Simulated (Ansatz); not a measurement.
Space group P6/mmm (No. 191). a = 4.622 Å, b = 4.622 Å, c = 2.728 Å, α = 90.00°, β = 90.00°, γ = 120.00°
| atom | site | symmetry | x | y | z |
| --- | --- | --- | --- | --- | --- |
| Nb | 1a | 6/mmm | 0.0000 | 0.0000 | 0.0000 |
| Au | 2d | -6m2 | 0.3333 | 0.6667 | 0.5000 |

Equation of state of this NbAu2 structure (not necessarily the ground state), with shape and atoms relaxed at each volume where symmetry leaves them free. It has no gap at any of these volumes. Method: DFT PBEsol, scalar-relativistic, plane waves, PAW (Ansatz).

Plane waves to 420 eV, a k mesh through Γ of 12×12×16 on the computed 3-atom cell and Gaussian smearing (0.10 eV); no spin polarisation.

```
V (Å³/atom) E − E(largest V) (meV/atom) P (GPa)
     14.803                       112.86    36.55
     15.308                        16.89    24.77
     15.812                       -45.14    14.96
     16.317                       -78.92     6.79
     16.821                       -89.20     0.00
     17.326                       -79.96    -5.65
     17.831                       -54.49   -10.35
     18.504                         0.00   -15.37
```

Task: Fit a third-order Birch–Murnaghan equation to E(V).

Result: V0 = 16.82 Å³/atom, B0 = 206 GPa, B0' = 5.1.

Spin-orbit coupling is left out, which matters for the bands of heavy elements.

Cost: 8 runs of about 4.4 core-minutes in all, on Arm Neoverse V2 (shared hosts).